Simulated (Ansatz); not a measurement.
The cell below belongs to a search over invented structures; it isn't taken from experiment.

Input and command of a plane-wave DFT calculation in Ansatz:

```yaml
crystal:
  lattice:
    - [5.27653949, 0.0, 0.0]
    - [0.0, 5.27653949, 0.0]
    - [0.0, 0.0, 6.2411116]
  atoms:
    - { symbol: Na, position: [0.0, 0.5, 0.5] }
    - { symbol: Na, position: [0.5, 0.0, 0.5] }
    - { symbol: V, position: [0.5, 0.5, 0.66284908], spin: 2.0 }
    - { symbol: V, position: [0.5, 0.5, 0.33715092], spin: 2.0 }
    - { symbol: Te, position: [0.0, 0.5, 0.0] }
    - { symbol: Te, position: [0.5, 0.0, 0.0] }
    - { symbol: Te, position: [0.5, 0.5, 0.0] }
basis:
  ecutwfc: 420
kpoints:
  mp_grid: { grid: [3, 3, 3] }
hamiltonian:
  xc: pbe
scf:
  occupations: { method: gaussian, width: 0.2 }
  lower_state_search: "off"
output:
  forces: true
  stress: true
  eigenvalues: true
  populations: true
magnetization:
  spin_polarized: true
relax:
  adjacent_minimum: "off"
  f_tol: 0.08
  max_steps: 16
  cell: { stress_tol: 0.8 }
```

```bash
ansatz run input.yaml --threads 1 --pin off --max-ram 2560MiB --backend cpu --events-out ev --progress --plain --runs-dir out
```

Processor: Arm Neoverse V1, 1 thread, on a host shared with other jobs.

Problem. How long does it run, and how much memory does it take?

Solution. About 5.1 min, peak memory 0.64 GiB. It solves 58 bands at 6 k points (after reduction by symmetry) with about 5251 plane waves (on the last cell), in 217 SCF iterations over 13 ionic steps.
